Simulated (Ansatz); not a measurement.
One crystal and one scan (energy against volume) at two levels, PBE (plane waves to 420 eV, PAW, scalar-relativistic; Ansatz, a first-principles code) and r2SCAN (plane waves to 500 eV, PAW, scalar-relativistic; Ansatz), each from its own relaxed cell and on its own mesh.

The crystal is WSi2 (MoSi2 type, space group I4/mmm); the cell is scaled evenly about its relaxed volume V₀.

E stands for the smeared free energy. Spin-orbit coupling is left out, though W is heavy. WSi2 is run without spin polarisation. WSi2 was relaxed with its symmetry unable to fall. With the shape held, the modulus is that of even scaling; a crystal free to change shape is softer. Both scans cover V/V₀ from 0.940 to 1.060.

| quantity | run 1 | run 2 |
|---|---|---|
| Lattice constant a (Å) | 3.229 | 3.212 |
| Lattice constant c (Å) | 7.867 | 7.804 |
| Relaxed volume (Å³/atom) | 13.67 | 13.42 |
| Pressure at the smallest volume (GPa) | 15.5 | 16.6 |
| Energy cost of the largest compression (meV/atom) | 38 | 40 |
| Energy cost of the largest expansion (meV/atom) | 30 | 32 |
| Bulk modulus at fixed cell shape B₀ (third-order Birch-Murnaghan fit) (GPa) | 218.3 | 234.4 |
| Pressure for 5 % compression (fit) (GPa) | 12.6 | 13.5 |

Question: Which run is which level?

Answer: Run 1 is PBE, run 2 is r2SCAN. PBE gives the higher value for: lattice constant a; lattice constant c; relaxed volume. PBE gives the lower value for: pressure at the smallest volume; bulk modulus at fixed cell shape B₀; pressure for 5 % compression. Neither level is exact: the differences show how much the result hangs on the functional.

(A scan under strain: stresses follow from slopes of the energy per volume, elastic moduli from its curvatures.)
